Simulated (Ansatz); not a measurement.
A trial cell of TiC was relaxed with r2SCAN (plane waves to 500 eV, PAW, scalar-relativistic; Ansatz, a first-principles code).

Before: Pnma (No. 62), oP8; a = 8.3471 Å, b = 2.9159 Å, c = 3.4366 Å, α = β = γ = 90.00°.

After relaxation:

Simulated powder pattern, Cu Kα, λ = 1.54184 Å (kinematic, ideal powder, no thermal factors, no anomalous dispersion; the 24 strongest lines at most, above 1 %, up to 2θ = 90°):

| 2θ (°) | I/Imax (%) |
|---|---|
| 35.94 | 87 |
| 41.74 | 100 |
| 60.51 | 57 |
| 72.43 | 30 |
| 76.20 | 18 |

Identify the relaxed structure from its pattern: crystal system, space group and cell.

Cubic, Fm-3m (No. 225), cF8, rock salt type; a = 4.3278 Å, b = 4.3278 Å, c = 4.3278 Å, α = 90.00°, β = 90.00°, γ = 90.00°. Sites: Ti 4a (0.000, 0.000, 0.000); C 4b (0.500, 0.500, 0.500).

Index the strongest lines.

35.94° (111), 41.74° (200), 60.51° (220), 72.43° (311), 76.20° (222).

No spin polarisation in the result.

The run could not lose the symmetry of its start.
